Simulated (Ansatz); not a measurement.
HfSi in space group I4_1md (No. 109; Hf on 4a, Si on 4a) under volume change, PBE (plane waves, PAW; program Ansatz), shape and atoms relaxed at each volume.

```csv
V (Å³/atom),E − E(relaxed) (meV/atom),P (GPa)
18.002,63.4,11.85
18.595,27.2,7.65
19.189,___,___
19.782,0.0,0.00
20.375,5.9,-3.13
20.969,22.7,-5.86
21.562,___,___
```

Task: Fill in the missing entries.

Result: 
- 21.562, E − E(relaxed) (meV/atom): 48.9
- 21.562, P (GPa): -8.22
- 19.189, E − E(relaxed) (meV/atom): 6.5
- 19.189, P (GPa): 3.62

Task: What does a third-order Birch–Murnaghan fit give for V₀, B₀ and B′?

Result: V₀ = 19.79 Å³/atom, B₀ = 110 GPa, B′ = 2.9.

A made-up cell: these elements were put on the sites of a structure type; neither database checked (COD, Materials Project) lists it. COD files the formula under space group No. 62, so this cell is another polymorph or a model. Whether it is the stable phase at ambient conditions was not checked. The PBE relaxation kept the symmetry of its start; its stability against distortions is not shown here. No spin polarisation was allowed. Spin–orbit coupling is left out wherever it is not named.

Potentials: the later of the program's two PAW sets.
